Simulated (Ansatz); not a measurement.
# Sc₂ICl, before and after

A trial structure of Sc₂ICl was built thus: ordered mixture on the anion sites of rock salt (P4/mmm, No. 123) (occupants of the shared sites, in ratio, Cl: 1, I: 1). The dimensions are guesses.

POSCAR.start

```
Sc I Cl
1.0
     4.11112    0.00000    0.00000
     0.00000    4.11112    0.00000
     0.00000    0.00000    5.81400
Sc I Cl
2 1 1
Direct
  0.00000 0.00000 0.00000
  0.50000 0.50000 0.50000
  0.50000 0.50000 0.00000
  0.00000 0.00000 0.50000
```

The calculation used Ansatz 0.2.0, DFT PBE, scalar-relativistic, plane waves, PAW. Cutoff 420 eV, Gaussian smearing, Γ-centred meshes. Cell and atoms relax on a converged mesh. In metals the finer mesh still leaves noise of several meV/atom or more. The steps can't lower the symmetry of their start. No spin polarisation.

POSCAR.end

```
Sc I Cl
1.0
     4.03726    0.00000    0.00000
     0.00000    4.03726    0.00000
     0.00000    0.00000    5.69203
Sc I Cl
2 1 1
Direct
  0.00000 0.00000 0.00000
  0.50000 0.50000 0.50000
  0.50000 0.50000 0.00000
  0.00000 0.00000 0.50000
```

The symmetry stays P4/mmm (No. 123). The volume per atom shrinks by 5.6 %, from 24.6 to 23.2 Å³. The shortest distance goes from 2.91 Å (Sc–Cl and Sc–I) to 2.85 Å (Sc–Cl and Sc–I).

For Sc₂ICl, the volume per atom is 23.19 Å³ and the density is 4.52 g/cm³. The formation energy is −0.49 eV/atom and the gap on the 12×12×8 mesh of the 4-atom cell is 0 eV (a metal).

The zero of energy is the elements' standard structures at the same level (Cl₂ as a molecule); no fitted shifts are applied. A negative formation energy is needed for stability but isn't enough: competing phases decide.

The last run used Gaussian smearing of 0.10 eV. These runs have no spin–orbit coupling, which can matter for I. The reference form of I is held partly by dispersion forces, which this level lacks. Symmetry constrained the relaxation, so the result can be a saddle point. In all, the 2 runs took 2.2 min on 1 thread of Arm Neoverse V2 (shared host).
